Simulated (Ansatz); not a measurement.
Relaxed-ion elastic tensor of La (hcp (Mg type), P6_3/mmc) in GPa (Voigt order), the program Ansatz at the PBEsol level (PAW); density 6.68 g/cm³, 34.53 Å³ per atom.

```
46.5  10.8  17.4   0.0   0.0   0.0
10.8  46.5  17.4   0.0   0.0   0.0
17.4  17.4  52.1   0.0   0.0   0.0
 0.0   0.0   0.0   9.0   0.0   0.0
 0.0   0.0   0.0   0.0   9.0   0.0
 0.0   0.0   0.0   0.0   0.0  17.8
```

### Question
Is the crystal mechanically stable?

### Answer
Yes: the smallest eigenvalue of C is 9.0 GPa.

### Question
Work out the Voigt, Reuss and Hill averages.

### Answer
K_V = 26.3, K_R = 25.9, K_H = 26.1; G_V = 13.8, G_R = 12.5, G_H = 13.1 GPa.

### Question
Give Young's modulus, Poisson's ratio, Pugh's ratio and the universal anisotropy index.

### Answer
E = 9KG/(3K + G) = 33.7 GPa; ν = 0.28; K/G = 1.99 (ductile by the Pugh limit of 1.75); A_U = 5G_V/G_R + K_V/K_R − 6 = 0.55.

### Question
Estimate the sound speeds and the Debye temperature.

### Answer
v_l = √((K + 4G/3)/ρ) = 2550 m/s, v_t = √(G/ρ) = 1400 m/s, mean 1560 m/s; Θ = (h/k)(3n/4πV)^(1/3) v_m = 143 K.

### Question
How much does each axis shrink under pressure?

### Answer
Linear compressibilities β_i = Σ_j S_ij (j = 1 to 3): x 15, y 15, z 9.4 per TPa.

The workflow started from an entry of the Crystallography Open Database (COD). Its sites differ from those of the usual phase in this space group: another stacking or structure type. The cell was relaxed with PBEsol under the symmetry of its start; whether a distortion lowers the energy is not shown. As this level gives no gap, shear constants depend on the k-mesh and smearing (Fermi–Dirac, 0.1 eV here). Scalar-relativistic: spin–orbit coupling is off unless named, which matters more the heavier the elements.

Potentials: the earlier of the program's two PAW sets. The files were generated under PBE; for other functionals the program regenerates the frozen cores, and for LDA and PBEsol the local potential too.
